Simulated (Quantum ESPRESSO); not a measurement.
MgGa₃P₃Se (made-up cell) (calculated)

Calculation on a made-up crystal cell, not a measurement: periodic Kohn-Sham density functional theory in plane waves with PseudoDojo standard norm-conserving scalar-relativistic pseudopotentials, each functional with its own files (v0.5 for PBE, v0.4.1 for LDA and PBEsol), no spin polarisation, no spin-orbit coupling, atoms not relaxed, stress positive in tension, energies less a fixed whole-eV offset for each atom's element; levels are Kohn-Sham levels at fractions of this cell's reciprocal vectors, counted from the reference band (half the neutral cell's valence electrons, rounded up) at Gamma; error bars cover cutoff and k-mesh only, not smearing or the files; added strain carries the atoms with the cell, and shear is the tensor component; each bar is the largest change over components, and at least 0.002 eV, 0.002 eV per angstrom or 0.02 GPa; energies are for the whole cell, and the offsets were chosen from early runs and are not element reference energies. Program: Quantum ESPRESSO 7.5.

```xyz
8
Lattice="5.7373 0.0115 0.0101 0.0115 5.6437 -0.0214 0.0101 -0.0214 5.7086" Properties=species:S:1:pos:R:3 formula=MgGa3P3Se lattice_type=zincblende/diamond functional=pbe cutoff=1170 fermi_dirac_smearing=0.025 scf_tolerance=1e-07 electrons_removed=0 k_mesh=4_x_4_x_4,shifted_by_half_a_step free_energy_less_offsets=-2.997 smearing_term_minus_ts=0 scf_iterations=10 pressure=-1.205 stress_xx=1.199 stress_yy=1.31 stress_zz=1.105 stress_yz=0.171 stress_xz=0.4101 stress_xy=0.3877 reference_band=40 error_bar_energy=0.007017 error_bar_stress=0.02 error_bar_force=0.002389 error_bar_next_band_up=0.002 error_bars_from=tighter_rerun_of_a_related_cell
Ga     0.0816    -0.0049    -0.0474
Ga     0.0682     2.8437     2.9143
Ga     2.8626    -0.0493     2.8694
Mg     2.8413     2.8296     0.0049
P      1.4075     1.3915     1.4491
P      1.4223     4.1949     4.2635
P      4.3540     1.4407     4.2311
Se     4.4046     4.1948     1.4274
```

Units: cutoff, fermi_dirac_smearing, scf_tolerance, free_energy_less_offsets, smearing_term_minus_ts, error_bar_energy, error_bar_next_band_up in eV; pressure, stress_xx, stress_yy, stress_zz, stress_yz, stress_xz, stress_xy, error_bar_stress in GPa; error_bar_force in eV/Å.

Atoms:
```
atoms element  atom site  atom energy offset (eV)
           Ga          1                    -2080
           Ga          2                    -2080
           Ga          3                    -2080
           Mg          4                    -1617
            P          5                     -189
            P          6                     -189
            P          7                     -189
           Se          8                    -3300
```

Forces:
```
site  x (eV/Å)  y (eV/Å)  z (eV/Å)
   1   0.06272     1.144   -0.4659
   2    0.3562     -1.28    0.2027
   3   -0.4439     1.075    0.5209
   4  -0.09136   -0.6418   -0.2827
   5   0.03323    -0.421    0.2203
   6    0.3019    0.4595   -0.2653
   7  -0.06155   -0.7647   0.09046
   8   -0.1572    0.4292  -0.02049
```

Levels:
```
level k point  next band up (eV)
        Gamma             0.6221
(1/2,1/2,1/2)             0.7059
   (0.15,0,0)              1.239
   (0,0.15,0)               1.19
   (0,0,0.15)              1.237
```
